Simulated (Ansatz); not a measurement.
**Calculation log, LuP (Fm-3m) (elastic constants by finite strains)**

Computed with PBEsol, PAW on Ansatz 0.2.0's default frozen-core files (fitted under PBE), scalar-relativistic; not a measurement.

Cell and atoms were relaxed beforehand by PAW with this functional.

The structure is one entry of a database and needn't be the stable phase.

Launched as:

```sh
ansatz run input.yaml --threads 1 --pin off --max-ram 2560MiB --backend cpu --events-out ev --progress --plain --runs-dir out
```

Input file:

```yaml
crystal:
  lattice:
    - [0.0, 2.72356520475, 2.72356520475]
    - [2.72356520475, 0.0, 2.72356520475]
    - [2.72356520475, 2.72356520475, 0.0]
  atoms:
    - { symbol: Lu, position: [0.0, 0.0, 0.0] }
    - { symbol: P, position: [0.5, 0.5, 0.5] }
kpoints:
  mp_grid: { grid: [16, 16, 16] }
scf:
  occupations: { method: fermi_dirac, width: 0.1 }
hamiltonian:
  xc: pbesol
  pseudopotentials: { kind: paw }
elastic:
  mode: relaxed_ion
  stencil: four_point
  amplitude: 0.003
```

Output (shortened where marked):

```
Warning: RAYON_NUM_THREADS=1 ignored (pool sized by the plan → 1); use --threads N
Engine: ansatz 0.2.0, aarch64-unknown-linux-gnu
Pseudopotentials: kind: paw
Pseudopotential: Lu, paw, valence charge 25, recommended cutoff 420 eV (normal), Lu.paw.azcp
Pseudopotential: P, paw, valence charge 5, recommended cutoff 420 eV (normal), P.paw.azcp
Functional definition: PBEsol
  exchange = pbesol_x
  correlation = pbesol_c
Crystal: 2 atoms, lattice volume = 40.406 Å³
Basis set: ecut = 420 eV, 749 PW (Γ), exchange–correlation on 54×54×54 points (8 copies of the dense FFT grid, shifted against one another)
Bands: 19, of which v1, the nominal top of the filled ones, is band 15 counted from 1 (14 counted from 0)
Symmetry: 48 space group operations
Space group: Fm-3m (ITA 225), of the structure as read, at distance tolerance 3.4e-5 Å
k-points: 145 of 4096
Non-local potential: Lu, projectors of the file, l = 0: 3, l = 1: 2, l = 2: 2, l = 3: 3
Non-local potential: P, projectors of the file, l = 0: 2, l = 1: 2, l = 2: 2
PAW form: soft (Blöchl's): semilocal exchange-correlation on the pseudo side does not see the compensation charge
PAW frozen core: Lu, regenerated for the run's functional, and the local potential with it (the file was generated under x = pbe(κ = 0.804, μ = 0.2195149727645171), c = pbe(β = 0.06672455060314922))
PAW frozen core: P, regenerated for the run's functional, and the local potential with it (the file was generated under x = pbe(κ = 0.804, μ = 0.2195149727645171), c = pbe(β = 0.06672455060314922))
PAW one-centre angular grid: Lu, 590 points (default); XC on 64 Gauss nodes
PAW one-centre angular grid: P, 110 points (default); XC on 64 Gauss nodes
Initial density: superposition of atomic densities (neutral atoms: chi_scale 0, normalization atom), corrected by the library's trained network
Initial wavefunctions: pseudopotential atomic-orbital guess
Functional: x = pbesol(κ = 0.804, μ = 0.12345679012345678), c = pbesol(β = 0.046)
SCF iter   1: F=—  HF=-15354.751271 eV  |F-HF|=—  |Δ(HF+E_count)|=         —  Δρ=3.65e-3  dr2=9.12e-3  ethr=1.77e-3  ⟨swp⟩=5.7  Hψ=15804  notcnv=0
preconditioner: auto → Kerker (q_TF=auto, 2.596 Å⁻¹)  [metal: Δε(μ)=0.051 eV  Ē_g=12.940 eV  σ=0.100 eV  W_gap=0.13  n_scr=14 (ndim 8)  ℏωp=30.9 eV  f_vac=0.000  D(μ)=0.26/eV (n_scr^D=0)]
SCF iter   2: F=—  HF=-15354.747910 eV  |F-HF|=—  |Δ(HF+E_count)|=   3.36e-3  Δρ=2.00e-3  dr2=2.80e-3  ethr=3.04e-5  ⟨swp⟩=2.2  Hψ=6261  notcnv=0
SCF iter   3: F=—  HF=-15354.747745 eV  |F-HF|=—  |Δ(HF+E_count)|=   1.65e-4  Δρ=1.17e-3  dr2=3.63e-4  ethr=9.33e-6  ⟨swp⟩=3.0  Hψ=6187  notcnv=0
SCF iter   4: F=—  HF=-15354.747202 eV  |F-HF|=—  |Δ(HF+E_count)|=   5.44e-4  Δρ=2.95e-4  dr2=1.81e-5  ethr=1.21e-6  ⟨swp⟩=3.2  Hψ=6429  notcnv=0
SCF iter   5: F=—  HF=-15354.747197 eV  |F-HF|=—  |Δ(HF+E_count)|=   4.02e-6  Δρ=1.02e-4  dr2=2.80e-6  ethr=6.02e-8  ⟨swp⟩=2.9  Hψ=5981  notcnv=0
SCF iter   6: F=—  HF=-15354.747197 eV  |F-HF|=—  |Δ(HF+E_count)|=   7.92e-9  Δρ=3.46e-5  dr2=2.81e-7  ethr=9.35e-9  ⟨swp⟩=2.0  Hψ=4341  notcnv=0
SCF iter   7: F=—  HF=-15354.747197 eV  |F-HF|=—  |Δ(HF+E_count)|=   1.44e-8  Δρ=4.50e-6  dr2=8.11e-9  ethr=9.37e-10  ⟨swp⟩=2.4  Hψ=5012  notcnv=0
[... 89 lines left out ...]
SCF iter   3: F=—  HF=-15354.747139 eV  |F-HF|=—  |Δ(HF+E_count)|=   2.17e-8  Δρ=2.45e-8  dr2=1.51e-13  ethr=1.00e-12  ⟨swp⟩=1.0  Hψ=11843  notcnv=0
SCF iter   4: F=-15354.747139 eV  HF=-15354.747139 eV  |F-HF|=3.64e-12  |Δ(HF+E_count)|=  5.46e-12  Δρ=1.10e-8  dr2=1.81e-14  ethr=1.00e-12  ⟨swp⟩=7.2  Hψ=69950  notcnv=0
SCF 9 converged in 4 iterations: F = -15354.747139 eV  dr2 = 1.81e-14
SCF converged after 11 iterations
Free energy (F): -15354.747197 eV
Harris-Foulkes:  -15354.747197 eV  (|F-HF|=3.64e-12)
Internal energy: -15354.738856 eV  (E = F + TS)
E sigma→0 (E₀):  -15354.743027 eV
Entropy (-TS):   -0.008341 eV (-4.171 meV/atom)
Fermi energy:    13.028182 eV
--- Per-component energies (eV) ---
  E_band       = 28.964660
  E_kinetic    = 493.053127
  E_local      = -7051.402920  (includes V_loc(G=0)·N_el)
  E_nonlocal   = 614.738063
  E_hartree    = 2975.780642
  E_xc         = -279.998800
  E_vxc        = -321.477769  (∫ρ·V_xc dr)
  E_paw        = -7808.985070  (= ΣΔE_a)
  E_vpaw       = 342.492858  (= ΣTr[D̂ρ^β])
  E_aug_tail   = 0.000036  (compensation charges beyond the density's cutoff)
  E_ewald      = -4299.162198
  E_core_change = 1.238264  (= ΣΔE_core)
  E_smearing   = -0.008341  (= −TS)
  E_closure    = 0.000000  (closes the sum)
  Σ components = -15354.747197   (vs F -15354.747197, Δ=0.00e0)
--- Forces (eV/Å), atoms counted from 1 ---
  atom   1  Lu    -0.00000000     0.00000000    -0.00000000
  atom   2  P      0.00000000    -0.00000000     0.00000000
  max |Σ_I F_I| component: 5.03e-30 eV/Å
--- Stress (GPa, compression-positive) ---
       -0.020662       0.000000       0.000000
        0.000000      -0.020662       0.000000
       -0.000000      -0.000000      -0.020662
  P = ⅓ Tr σ = -0.0207 GPa (-0.207 kbar)
--- Elastic constants: 2 strain directions × 4 members + reference (group order 48) ---
  dense FFT box of the reference and of every strained cell: 27×27×27
  strains applied: 11, 23; error gains: componentwise 1.00 (the most a stress slope's error grows in a printed constant), spectral 1.73 (1 for all six strains in a standard setting)
  C = ∂σ_k/∂η_j (tension-positive GPa; Voigt order 11 22 33 23 13 12):
       236.844     23.184     23.184     -0.000      0.000      0.000
        23.184    236.844     23.184      0.000      0.000     -0.000
        23.184     23.184    236.844     -0.000     -0.000     -0.000
        -0.000      0.000      0.000     51.292     -0.000     -0.000
         0.000     -0.000      0.000      0.000     51.292      0.000
        -0.000      0.000      0.000     -0.000     -0.000     51.292
  reference stress σ⁰ (GPa):      0.021      0.021      0.021      0.000     -0.000     -0.000
  C* (energy form; C + prestress term) asymmetry max|C*_kj − C*_jk| = 3.553e-15 GPa — a small one proves nothing (zero by symmetry where the batch's group is 432, −43m or m−3m); a large one is finite-difference/SCF noise where ...
  moduli (Voigt/Reuss/Hill, GPa): K = 94.40/94.40/94.40   G = 73.51/64.76/69.13   E = 166.71   ν = 0.206
  mechanically stable: yes (min eigenvalue of sym C = 51.29 GPa)
  strain η (Voigt 11):  stress-route row diagonal C_11 = 236.84 GPa, energy-path curvature d²(F+E_count+ΔE)/dδ²/Ω₀ = 236.86 GPa
    cells at ±δ against ±2δ: C11 236.88 and 236.99 GPa, apart by 0.04 % of the column's largest entry
         δ    σ_11 (GPa)             F (eV)   n_scf  n_hpsi   n_pw
    -6.000e-3      -1.4506      -15354.7461278      11  213928    809   relax 0 steps, max|allowed force component| 2.19e-29 eV/Å
    -3.000e-3      -0.7023      -15354.7469401       5  178109    817   relax 0 steps, max|allowed force component| 5.72e-29 eV/Å
     3.000e-3       0.7190      -15354.7469139       4  150863    817   relax 0 steps, max|allowed force component| 3.16e-30 eV/Å
     6.000e-3       1.3932      -15354.7461150       9  211625    817   relax 0 steps, max|allowed force component| 2.21e-29 eV/Å
  strain η (Voigt 23):  stress-route row diagonal C_44 = 51.29 GPa, energy-path curvature d²(F+E_count+ΔE)/dδ²/Ω₀ = 51.29 GPa
    cells at ±δ against ±2δ: C44 51.29 and 51.30 GPa, apart by 0.01 % of the column's largest entry
         δ    σ_23 (GPa)             F (eV)   n_scf  n_hpsi   n_pw
    -6.000e-3      -0.3078      -15354.7469638       9  333452    817   relax 0 steps, max|allowed force component| 8.63e-31 eV/Å
    -3.000e-3      -0.1539      -15354.7471386       4  237002    817   relax 0 steps, max|allowed force component| 1.25e-29 eV/Å
     3.000e-3       0.1539      -15354.7471386       4  232834    817   relax 0 steps, max|allowed force component| 1.08e-29 eV/Å
     6.000e-3       0.3078      -15354.7469638       8  337421    817   relax 0 steps, max|allowed force component| 3.16e-30 eV/Å
```

The run converged.

**Elastic constants**

Elastic constants of a crystal by Kohn-Sham DFT: slopes of the stress over finite engineering strains of the given cell, Voigt indices, Cartesian axes as in the input.

- Pressure at rest: -0.021 GPa
- Least elastic eigenvalue: 51.29 GPa
- Elastically stable: yes

```
index  elastic (GPa)
   11          236.8
   12          23.18
   44          51.29
```

Strained cells:

Stress of each strained cell less that at rest, tension positive.

```tsv
strain component	strain	stress xx (GPa)	stress yy (GPa)	stress zz (GPa)	stress yz (GPa)	stress xz (GPa)	stress xy (GPa)	relaxation steps
xx	-0.006	-1.471	-0.1386	-0.1386	0	0	0	0
xx	-0.003	-0.723	-0.0695	-0.0695	0	0	0	0
xx	0.003	0.6983	0.0696	0.0696	0	0	0	0
xx	0.006	1.373	0.1395	0.1395	0	0	0	0
yz	-0.006	0.0007	-0.0003	-0.0003	-0.3078	0	0	0
yz	-0.003	0.0002	-0.0001	-0.0001	-0.1539	0	0	0
yz	0.003	0.0002	-0.0001	-0.0001	0.1539	0	0	0
yz	0.006	0.0007	-0.0003	-0.0003	0.3078	0	0	0
```

### Elastic moduli

Hill averages of a grain aggregate, Debye temperature from the mean sound speed over directions.

* Bulk modulus: 94.4 GPa
* Shear modulus: 69.13 GPa
* Young modulus: 166.7 GPa
* Poisson ratio: 0.2057
* Bulk over shear modulus: 1.366
* Elastic anisotropy index: 0.6755
* Least young modulus: 130.3 GPa
* Largest young modulus: 232.7 GPa
* Longitudinal sound speed: 4695 m/s
* Transverse sound speed: 2858 m/s
* Elastic debye temperature: 340.3 K
* Linear compressibility (x, y, z): 3.531, 3.531, 3.531 1/TPa
* Zener ratio: 0.4801
* Cauchy pressure: -28.11 GPa

Limits of these numbers: frozen-core PAW files fitted under PBE, their cores solved anew for the functional of the run; responses of metals move with mesh and smearing.

It took 2.6 min on 1 thread of Arm Neoverse V2, with other jobs on the host, peak memory 0.66 GiB.
